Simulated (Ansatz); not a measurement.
Al3Pt2:
Space group P-3m1 (No. 164); a = b = 4.1759 Å, c = 5.1437 Å, α = β = 90.00°, γ = 120.00°

```json
[
 {"atom": "Al", "site": "1a", "symmetry": "-3m.", "x": "0.0000", "y": "0.0000", "z": "0.0000"},
 {"atom": "Al", "site": "2d", "symmetry": "3m.", "x": "0.6667", "y": "0.3333", "z": "0.3534"},
 {"atom": "Pt", "site": "2d", "symmetry": "3m.", "x": "0.3333", "y": "0.6667", "z": "0.1647"}
]
```

Relaxed at zero pressure with LDA (plane waves, PAW; program Ansatz).

Q: The volume is raised by 3 % and shape and atoms relax at that volume. What pressure results, and how do the axes share the change?

A: -4.8 GPa; a 1.1 %, b 1.1 %, c 0.9 %; the energy rises by 7 meV/atom.

Q: Give the new structure.

A: 
Space group P-3m1 (No. 164); a = 4.220 Å, b = 4.220 Å, c = 5.188 Å, α = 90.00°, β = 90.00°, γ = 120.00°

| atom | site | symmetry | x | y | z |
|---|---|---|---|---|---|
| Al | 1a | -3m. | 0.0000 | 0.0000 | 0.0000 |
| Al | 2d | 3m. | 0.6667 | 0.3333 | 0.3526 |
| Pt | 2d | 3m. | 0.3333 | 0.6667 | 0.1649 |

The phase is kept; no other phase was compared at this pressure.

The workflow started from a Materials Project entry (that database holds measured and hypothetical structures alike); the Crystallography Open Database copy checked does not list it. Its standing as an ambient phase is unchecked. Symmetry was held in the LDA relaxation; whether a distortion lowers the energy is not shown. No spin polarisation was allowed. Axis ratios of metals converge slowly with the k-mesh, so a and c are less sure than the volume. Scalar-relativistic: spin–orbit coupling is off unless named, which matters more the heavier the elements.

Potentials: the later of the program's two PAW sets.
